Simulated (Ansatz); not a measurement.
A geometry of WS2 away from equilibrium: step 2 of the relaxation of a generated trial cell of WS2 in the pyrite structure type. Method: r2SCAN (plane waves to 500 eV, PAW, scalar-relativistic; Ansatz, an electronic-structure program). Γ-centred k-mesh 5×5×5 on the run's cell, Fermi–Dirac smearing 0.05 eV. The plane waves were selected for a different cell earlier on the path.

```
CELL_PARAMETERS angstrom
      5.74143     0.00000     0.00000
      0.00000     5.74143     0.00000
      0.00000     0.00000     5.74143
ATOMIC_POSITIONS crystal
  W  0.00000 0.00000 0.00000
  W  0.50000 0.50000 0.00000
  W  0.00000 0.50000 0.50000
  W  0.50000 0.00000 0.50000
  S  0.37643 0.37643 0.37643
  S  0.87643 0.12357 0.62357
  S  0.62357 0.87643 0.12357
  S  0.12357 0.62357 0.87643
  S  0.62357 0.62357 0.62357
  S  0.12357 0.87643 0.37643
  S  0.37643 0.12357 0.87643
  S  0.87643 0.37643 0.12357
```

Task: What forces act on the atoms (eV/Å)?

Result: 
```csv
atom,Fx,Fy,Fz
W1,0.00,0.00,0.00
W2,0.00,0.00,0.00
W3,0.00,0.00,0.00
W4,0.00,0.00,0.00
S5,-0.46,-0.46,-0.46
S6,-0.46,0.46,0.46
S7,0.46,-0.46,0.46
S8,0.46,0.46,-0.46
S9,0.46,0.46,0.46
S10,0.46,-0.46,-0.46
S11,-0.46,0.46,-0.46
S12,-0.46,-0.46,0.46
```

The path ends in Pa-3 (No. 205). No spin polarisation in the result. A magnetic state may lie lower.

The run could not lose the symmetry of its start: the end is stationary, and may be a saddle point rather than a minimum.

The end of the path is a generated cell of WS2: the first start was made by placing the elements on the sites of a structure type, and the end was not matched to a known phase here, so it may be hypothetical. Known forms of WS2 include space group No. 194.
